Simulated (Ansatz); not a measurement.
## Two states of YbIn$_{5}$Co

```yaml
crystal:
  lattice:
    - [4.61182, 0.15892, 0.03599]
    - [0.15892, 4.42943, 0.13323]
    - [0.05868, 0.21722, 7.69061]
  atoms:
    - { symbol: Yb, position: [0.01232, 0.97474, 0.00485] }
    - { symbol: In, position: [0.44746, 0.50875, 0.99639] }
    - { symbol: In, position: [0.49350, 0.98987, 0.30152] }
    - { symbol: In, position: [0.99734, 0.48479, 0.31204] }
    - { symbol: In, position: [0.52134, 0.01111, 0.67859] }
    - { symbol: In, position: [0.97310, 0.47118, 0.70600] }
    - { symbol: Co, position: [0.02279, 0.03732, 0.52247] }
```

Single point in Ansatz 0.2.0 with r2SCAN, with U_eff = 5.27 eV on Co d, U_eff = 3.04 eV on Yb f (all-electron-ortho-atomic projectors). Cutoff 500 eV, PAW datasets, 4×4×3 (shifted by 0.5, 0.5, 0.5 steps) k mesh, fermi-dirac filling (width 0.1 eV).

State A: Co7 down (collinear spin). State B: no moments (no spin polarisation).

Problem. Which state is lower, and how do they differ?

Solution. State A is lower by 246.4 meV an atom at zero smearing.

| state | free energy (meV/atom) | largest moment in a small sphere (μB) | net moment (μB/cell) | gap on mesh (eV) | pressure (GPa) | largest force (eV/Å) |
| --- | --- | --- | --- | --- | --- | --- |
| A | 0.0 | 1.88 | 1.74 | metal | 6.7 | 2.33 |
| B | 246.7 | 0.00 | 0.00 | metal | 1.5 | 1.78 |

Origin: a strained cell with displaced atoms, so it need not be a known compound. Caveats: the k mesh is coarse if the cell is a metal; atoms or cell far from equilibrium.
